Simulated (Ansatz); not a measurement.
MgTi2Tl2P2S10: Coordination and 47Ti quadrupole coupling

Cell: a computed structure from the Materials Project (it need not be an observed phase), atoms as given.

```yaml
crystal:
  lattice:
    - [6.62105, 0.00000, 0.00000]
    - [-0.01158, 7.06671, 0.00000]
    - [-2.36483, -3.45253, 9.24115]
  atoms:
    - { symbol: Mg, position: [0.99933, 0.63727, 0.99974] }
    - { symbol: Ti, position: [0.50021, 0.27700, 0.00124] }
    - { symbol: Ti, position: [0.49951, 0.71106, 0.00118] }
    - { symbol: Tl, position: [0.71321, 0.71012, 0.45155] }
    - { symbol: Tl, position: [0.28686, 0.26248, 0.54895] }
    - { symbol: P, position: [0.28427, 0.87391, 0.73703] }
    - { symbol: P, position: [0.71521, 0.13200, 0.26595] }
    - { symbol: S, position: [0.17063, 0.64731, 0.80238] }
    - { symbol: S, position: [0.32910, 0.55797, 0.12879] }
    - { symbol: S, position: [0.40421, 0.07001, 0.15274] }
    - { symbol: S, position: [0.59549, 0.92301, 0.85010] }
    - { symbol: S, position: [0.16473, 0.14459, 0.81849] }
    - { symbol: S, position: [0.76675, 0.23165, 0.48109] }
    - { symbol: S, position: [0.66907, 0.43235, 0.87230] }
    - { symbol: S, position: [0.23402, 0.76792, 0.52202] }
    - { symbol: S, position: [0.82802, 0.84123, 0.19696] }
    - { symbol: S, position: [0.83439, 0.32641, 0.18685] }
```

Atom numbers follow the list; atoms alike are taken as one site, whose name carries the number of the first.

Method: Kohn–Sham DFT in Ansatz, r2SCAN, plane waves and PAW, scalar-relativistic, collinear spin, 500 eV cutoff, Γ-centred 5×5×4 k-points, Fermi–Dirac smearing 0.05 eV. Start moments as typed (μB): 1 on each Ti, none on the rest.

Q(47Ti) = 302.0 mb.

Q: Rank these Ti sites by |C_Q|, smallest first.
A. Ti3: 6 S at 2.40–2.65 Å
B. Ti2: 6 S at 2.41–2.62 Å

A: A (18.7 MHz, η = 0.72), B (29.4 MHz, η = 0.20).

Like point charges on the first shell alone (each adding as 1/d³) would put Ti3 above Ti2: the covalent part of each bond and the atoms beyond the first shell count as well.

The program didn't check the stability of this electronic state in full, so a lower one may lie near. With a gap of 0.23 eV under a smearing of 0.05 eV the band edges are partly filled, so small gradients can hang on the smearing and the k-mesh. All moments are parallel here, as the start or the cell imposes; many such compounds order antiparallel, where fields and spin densities carried over to other atoms largely cancel. The magnetic order is the one that the run reached from its start moments, not necessarily the measured one.
